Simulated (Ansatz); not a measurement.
TaN (rock salt)

```yaml
crystal:
  lattice:
    - [0.00000, 2.19815, 2.19815]
    - [2.19815, 0.00000, 2.19815]
    - [2.19815, 2.19815, 0.00000]
  atoms:
    - { symbol: N, position: [0.00000, 0.00000, 0.00000] }
    - { symbol: Ta, position: [0.50000, 0.50000, 0.50000] }
```

The slice is a {110} plane (indices of the conventional cell) through the point (0.500, 0.500, 0.500) (fractional), spanned by u = [100] and v = [1 -1 -1] in vectors of this cell: u (3.11 Å) and v (4.40 Å, at 90° to u). It covers one period; positions are fractions (u, v).

The numbers are results of r2SCAN (plane waves to 500 eV, PAW, scalar-relativistic; Ansatz, a quantum-chemistry and plane-wave program), not measurements. k mesh 18×18×18. These are valence fields of a PAW run, semicore shells included where kept as valence: close to a nucleus they are smooth pseudo fields. Spin-orbit coupling is left out, though Ta is heavy. TaN is run without spin polarisation. TaN was relaxed with its symmetry unable to fall. This is a high-temperature form of TaN.

What is the ELF at the density minimum of the shortest N–Ta line in this plane (2.20 Å)?

0.2.

What is the valence density on the shortest N–Ta line in this plane (2.20 Å), at its minimum between the atoms?

0.53 e/Å³.

Predict the map of the electron localisation function (ELF) on the slice.


| v \ u | 0.00 | 0.12 | 0.24 | 0.35 | 0.47 | 0.59 | 0.71 | 0.82 | 0.94 |
|---|---|---|---|---|---|---|---|---|---|
| 0.92 | x | 0.73 | 0.62 | 0.16 | 0.20 | 0.16 | 0.32 | 0.76 | 0.58 |
| 0.83 | 0.58 | 0.53 | 0.25 | 0.16 | 0.20 | 0.18 | 0.17 | 0.40 | 0.57 |
| 0.75 | 0.15 | 0.16 | 0.18 | 0.20 | 0.20 | 0.20 | 0.19 | 0.17 | 0.15 |
| 0.67 | 0.78 | 0.73 | 0.53 | 0.28 | 0.20 | 0.22 | 0.39 | 0.65 | 0.77 |
| 0.58 | x | 0.76 | 0.75 | 0.39 | 0.21 | 0.25 | 0.59 | 0.80 | 0.64 |
| 0.50 | x | x | 0.79 | 0.44 | 0.21 | 0.27 | 0.66 | 0.78 | x |
| 0.42 | x | 0.76 | 0.75 | 0.39 | 0.21 | 0.25 | 0.59 | 0.80 | 0.64 |
| 0.33 | 0.78 | 0.73 | 0.53 | 0.28 | 0.20 | 0.22 | 0.39 | 0.65 | 0.77 |
| 0.25 | 0.15 | 0.16 | 0.18 | 0.20 | 0.20 | 0.20 | 0.19 | 0.17 | 0.15 |
| 0.17 | 0.58 | 0.53 | 0.25 | 0.16 | 0.20 | 0.18 | 0.17 | 0.40 | 0.57 |
| 0.08 | x | 0.73 | 0.62 | 0.16 | 0.20 | 0.16 | 0.32 | 0.76 | 0.58 |
| 0.00 | x | x | 0.70 | 0.16 | 0.20 | 0.15 | 0.40 | 0.74 | x |

Values: electron localisation function (ELF). Points within 0.4 Å of a nucleus are blanked (x), as the pseudised field means little there.
